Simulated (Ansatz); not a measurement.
Os (dhcp (α-La type), P6_3/mmc), a = b = 2.7413 Å, c = 8.8055 Å, α = β = 90.00°, γ = 120.00°.

Relaxed with PBE.

Q: Decompose the optical modes at the zone centre into irreducible representations, and say which are infrared and Raman allowed.

A: Point group 6/mmm: Γ_opt = A2u + B1g + B2u + E1u + E2g + E2u. Infrared: A2u, E1u. Raman: E2g.

Q: Assign frequencies (DFPT, the program Ansatz at the PBE level (PAW)).

A: E2u 94, E2g 115, E1u 127, B2u 157, A2u 182, B1g 185 cm⁻¹.

Subscripts of B labels follow the axes of the standard setting.

A made-up cell: these elements were put on the sites of a structure type. Its sites differ from those of the usual phase in this space group: another stacking or structure type. The PBE relaxation kept the symmetry of its start; of distortions, only those at the zone centre were tested. No spin polarisation was allowed. As this level gives no gap, phonon frequencies hold no LO–TO term and depend on the k-mesh and smearing (Fermi–Dirac, 0.1 eV here). Axis ratios of metals converge slowly with the k-mesh, so a and c are less sure than the volume. Scalar-relativistic: spin–orbit coupling is off unless named, which matters more the heavier the elements.

Potentials: the later of the program's two PAW sets.
